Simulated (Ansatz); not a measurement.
SiO$_{2}$ in space group P3_121 (No. 152; O on 6c, Si on 3a) is relaxed with DFT-HSE06 in the program Ansatz with PAW potentials. What lattice parameters of the conventional cell result?

a = 4.982 Å, c = 5.467 Å.

Give the free coordinates with the occupied sites.

In one choice of origin and axes:

| atom | site | symmetry | x | y | z |
|---|---|---|---|---|---|
| O | 6c | 1 | 0.4160 | 0.2553 | 0.2043 |
| Si | 3a | .2. | 0.5232 | 0.5232 | 0.0000 |

Is it a metal or does it have a gap at this level?

A gap of 7.69 eV, indirect.

The cell was relaxed with HSE06 under the symmetry of its start. The hybrid was solved on a coarse mesh, the path and, where they were found, the r²SCAN edge points; its band edges are the extreme levels among these.

Potentials: the later of the program's two PAW sets.
